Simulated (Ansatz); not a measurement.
A geometry of MgF₂ away from equilibrium: step 2 of the relaxation of a relaxed MgF2 cell, doubled along one cell vector, shaken by Gaussian noise of σ = 0.08 Å a coordinate. The numbers are results of PBE (plane waves to 420 eV, PAW, scalar-relativistic; Ansatz, a program for electronic structure), not measurements. Γ-centred k-mesh 5×5×3 on the run's cell (coarser than for final values), Fermi–Dirac smearing 0.05 eV.

```xyz
12
Lattice="-0.0003 4.3393 4.3386 4.3391 -0.0008 4.3391 8.6872 8.6886 -0.0106" Properties=species:S:1:pos:R:3 pbc="T T T"
F      1.0030     1.2067     1.0134
F      5.5139     5.4119     1.1476
F      1.1624     3.3357     3.2752
F      5.4282     7.5548     3.2391
F      3.2122     0.9800     3.1264
F      7.6824     5.5113     3.2493
F      3.2810     3.3488     1.1128
F      7.6967     7.5497     1.0166
Mg     2.0354     2.1623     2.1708
Mg     6.5083     6.4482     2.1236
Mg    -0.0313    -0.1028     0.0241
Mg     4.2949     4.3333     0.0076
```

Problem. What forces act on the atoms (eV/Å)?

Solution. 
```
atom     Fx     Fy     Fz
----  -----  -----  -----
F1    -0.61  -0.58  -0.41
F2    -1.47  -1.48  -1.55
F3    -0.09  -0.06   0.13
F4    -0.13   0.22   0.08
F5    -0.04  -0.14   0.30
F6     0.02  -0.05   0.01
F7    -1.04  -0.94   0.86
F8    -1.47  -1.47   1.46
Mg9    1.58   0.26  -0.22
Mg10   1.19   1.57   1.11
Mg11   0.83   2.26  -1.40
Mg12   1.23   0.43  -0.36
```

Problem. What is the pressure?

Solution. +0.7 GPa, compression positive.

Problem. How much energy per atom can still be gained by relaxing?

Solution. 0.05 eV/atom; the path ends in C2/c (No. 15) at a tolerance of 0.01 Å, Fd-3m (No. 227) at 0.1 Å.

No spin polarisation in the result.

The end of the path is a generated cell of MgF2: the first start was made by placing the elements on the sites of a structure type, and the end was not matched to a known phase here, so it may be hypothetical. Known forms of MgF2 include space group No. 136.
